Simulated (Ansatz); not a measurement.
Cs2AgBiBr6:
```xyz
10
Lattice="0.0000 5.6721 5.6721 5.6721 0.0000 5.6721 5.6721 5.6721 0.0000" Properties=species:S:1:pos:R:3 pbc="T T T"
Bi     0.0000     0.0000     0.0000
Ag     5.6721     5.6721     5.6721
Cs     2.8361     2.8361     2.8361
Cs     8.5082     8.5082     8.5082
Br     5.6721     2.8571     5.6721
Br     8.4872     5.6721     5.6721
Br     5.6721     8.4872     5.6721
Br     2.8571     5.6721     5.6721
Br     5.6721     5.6721     2.8571
Br     5.6721     5.6721     8.4872
```

Relaxed with r²SCAN.

**Question.** Give the optical modes at the zone centre with their infrared and Raman activity from DFPT, plane-wave PAW r²SCAN (Ansatz code).

**Answer.** Transverse frequencies, without the LO–TO term; a row sums one degenerate level.

| ω (cm⁻¹) | degeneracy | IR ((D/Å)²/amu) | Raman (Å⁴/amu) | activity | symmetry |
|---|---|---|---|---|---|
| 12i | 3 | 0.00 | 0 | silent | T1g |
| 35 | 3 | 0.00 | 1.6 | Raman | T2g |
| 35 | 3 | 1.57 | 0 | IR | T1u |
| 44 | 3 | 0.00 | 0 | silent | T2u |
| 54 | 3 | 4.88 | 0 | IR | T1u |
| 69 | 3 | 0.00 | 220 | Raman | T2g |
| 96 | 3 | 0.15 | 0 | IR | T1u |
| 132 | 2 | 0.00 | 750 | Raman | Eg |
| 138 | 3 | 23.31 | 0 | IR | T1u |
| 174 | 1 | 0.00 | 1700 | Raman | A1g |

**Question.** How high does the top mode go among those that the LO–TO term moves?

**Answer.** 174 cm⁻¹ for q along x.

Space group Fm-3m. The r²SCAN relaxation kept the symmetry of its start; phonons show weakly imaginary modes. The run is not spin-polarised. Spin–orbit coupling is left out wherever it is not named.

Potentials: the later of the program's two PAW sets.
